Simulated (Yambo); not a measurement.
Absorption of CsHF$_{2}$ (space group I4/mcm, No. 140) with and without the electron-hole interaction (Yambo, LDA bands; 4×4×4 mesh, 14 valence and 9 conduction bands, static screening with 78 bands and a 3 Ry block, scissor 3.90 eV, Tamm-Dancoff; field along x). Axes are Cartesian, with cell vectors (Å) (-3.06, 3.06, 3.89), (3.06, -3.06, 3.89), (3.06, 3.06, -3.89).

```csv
E (eV),"Im ε, BSE","Im ε, independent quasiparticles"
7.93,0.07,0.01
8.03,0.08,0.01
8.13,0.09,0.01
8.23,0.10,0.01
8.33,0.12,0.02
8.43,0.14,0.02
8.53,0.17,0.02
8.63,0.22,0.02
8.73,0.29,0.02
8.83,0.40,0.02
8.93,0.59,0.02
9.03,0.98,0.02
9.13,1.80,0.02
9.23,3.12,0.02
9.33,2.96,0.02
9.43,1.76,0.03
9.53,1.19,0.03
9.63,1.07,0.03
9.73,0.96,0.03
9.83,0.95,0.03
9.93,1.22,0.04
10.03,1.35,0.04
10.13,1.06,0.05
10.23,0.86,0.05
10.33,0.85,0.06
10.43,1.11,0.08
10.53,1.73,0.12
10.63,2.03,0.14
10.73,1.69,0.12
10.83,1.48,0.12
10.93,1.22,0.14
11.04,1.08,0.17
11.14,1.06,0.24
11.24,1.03,0.34
11.34,1.03,0.50
11.44,1.11,0.62
11.54,1.05,0.53
11.64,0.89,0.40
11.74,0.81,0.36
11.84,0.84,0.37
11.94,0.89,0.42
12.04,0.97,0.55
12.14,1.11,0.69
12.24,1.16,0.75
12.34,1.23,0.79
12.44,1.36,0.92
12.54,1.34,1.12
12.64,1.36,1.29
12.74,1.51,1.37
12.84,1.92,1.54
12.94,2.53,1.65
13.04,2.57,1.72
13.14,1.98,1.75
13.24,1.47,1.88
13.34,1.21,2.03
13.44,1.14,1.88
13.54,1.28,1.69
13.64,1.53,1.60
13.74,1.62,1.62
13.84,1.79,1.49
13.94,2.15,1.34
14.04,2.13,1.28
14.15,1.65,1.34
14.25,1.42,1.45
14.35,1.27,1.52
14.45,1.21,1.39
14.55,1.27,1.26
14.65,1.28,1.28
```

The scissor comes from a G0W0 run whose convergence isn't established. Broadening 0.15 eV. The band window holds all transitions up to 14.7 eV. Fine structure above the onset can come from the mesh.

Geometry of the Materials Project entry, not relaxed at this level; primitive cell a = b = c = 5.814 Å, α = β = 116.57°, γ = 96.04°.

The structure is a Materials Project entry; no match was found in the copy of COD used, and its stability was not checked.
